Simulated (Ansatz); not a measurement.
Surface calculation: fcc Rh (100), 5 layers

The slab is cut from the fcc crystal, the stable phase, as relaxed on PAW files (13.22 Å³/atom), with 16 Å of vacuum and a dipole correction:

```yaml
crystal:
  lattice:
    - [2.65439, 0.00000, 0.00000]
    - [0.00000, 2.65439, 0.00000]
    - [0.00000, 0.00000, 23.50780]
  atoms:
    - { symbol: Rh, position: [0.00000, 0.00000, 0.34031] }
    - { symbol: Rh, position: [0.50000, 0.50000, 0.42016] }
    - { symbol: Rh, position: [0.00000, 0.00000, 0.50000] }
    - { symbol: Rh, position: [0.50000, 0.50000, 0.57984] }
    - { symbol: Rh, position: [0.00000, 0.00000, 0.65969] }
```

Level of theory: DFT with LDA, scalar-relativistic, in Ansatz 0.2.0; a Γ-centred 14×14×1 k mesh, Fermi–Dirac smearing of 0.05 eV, no spin polarisation. LAPW: all electrons, basis error target 1 meV/atom; PAW: frozen-core files, cutoff 420 eV.

The bulk energy comes from a cell in the slab's orientation on a 14×14×10 mesh. The surface energy is (E(slab) − N·E(bulk))/2A at zero smearing, the mean of both faces; thin slabs carry quantum-size effects.

The PAW files were made under PBE.

Task: As cut, the LAPW slab lies 2.760 eV above 5 atoms of bulk. What surface energy is that?

Result: Over two faces of 7.05 Å² it is 195.9 meV/Å², and times 16.02 J/m² per eV/Å² that gives γ = 3.139 J/m².

| method | γ as cut (J/m²) | γ relaxed (J/m²) | Φ as cut (eV) | Φ relaxed (eV) |
| --- | --- | --- | --- | --- |
| LAPW | 3.139 | 3.060 | 5.49 | 5.50 |
| PAW | 3.136 | 3.057 | 5.49 | 5.50 |

Task: How do the spacings between the planes relax?

Result: From the bottom face up: d12 -4.7 % of 1.877 Å, d23 +0.7 % of 1.877 Å, d34 +0.7 % of 1.877 Å, d45 -4.7 % of 1.877 Å.

Task: What changes if the images along the normal are cut off in place of the dipole correction?

Result: LAPW then gives: no gap, work function 5.50 eV; PAW: no gap, work function 5.50 eV.

Task: A 3d core hole is made on one atom of each kind in every 1×1 cell (PAW hole dataset, neutral cell, valence without spin). What does it cost by layer?

Result: layer 1 306.37 eV, layer 2 307.08 eV, layer 3 307.02 eV. Shifts between layers mean more than the absolute values, and a whole layer of holes screens otherwise than one hole.

Task: In the relaxed 1×1 cell, replace the outer, then the middle Rh by Pd, which changes a whole layer. What shift does this Z+1 picture give?

Result: E(outer) − E(middle) = -0.56 eV by LAPW and -0.56 eV by PAW; a positive value puts the surface line at higher binding energy.
